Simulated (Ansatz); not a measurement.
This cell of GaAs (zinc blende) is off equilibrium:

```yaml
crystal:
  lattice:
    - [0.00000, 2.82951, 2.82951]
    - [2.82951, 0.00000, 2.82951]
    - [2.82951, 2.82951, 0.00000]
  atoms:
    - { symbol: As, position: [0.75000, 0.75000, 0.75000] }
    - { symbol: Ga, position: [0.89221, 0.89221, 0.10779] }
```

All values below come from PBEsol (plane waves to 420 eV, PAW, scalar-relativistic; Ansatz, a program for electronic structure). k mesh 8×8×8 (Γ-centred), Fermi-Dirac smearing 0.05 eV. E stands for the smeared free energy. Compression counts positive. As the smearing reaches across the gap at some points, energies and forces of such displacements shift with the k mesh and the smearing. GaAs was relaxed with its symmetry unable to fall.

Q: What forces act on the atoms (eV/Å, Cartesian)?

A: 
| atom | Fx | Fy | Fz |
|---|---|---|---|
| As1 | 0.000 | 0.000 | -3.985 |
| Ga2 | 0.000 | 0.000 | 3.985 |

Q: What is the stress tensor (GPa)?

A: 
```
   13.8     17.9      0.0
   17.9     13.8      0.0
    0.0      0.0      1.0
```
The pressure, a third of the trace, is 9.6 GPa.

Q: In it atom 2 sits (0.000, 0.000, -0.610) Å away from its relaxed site. What is its energy relative to the relaxed cell?

A: 1446 meV/cell.

(For displaced atoms, the force is minus the slope of the energy, and its curvature is a force constant, which sets phonon frequencies.)
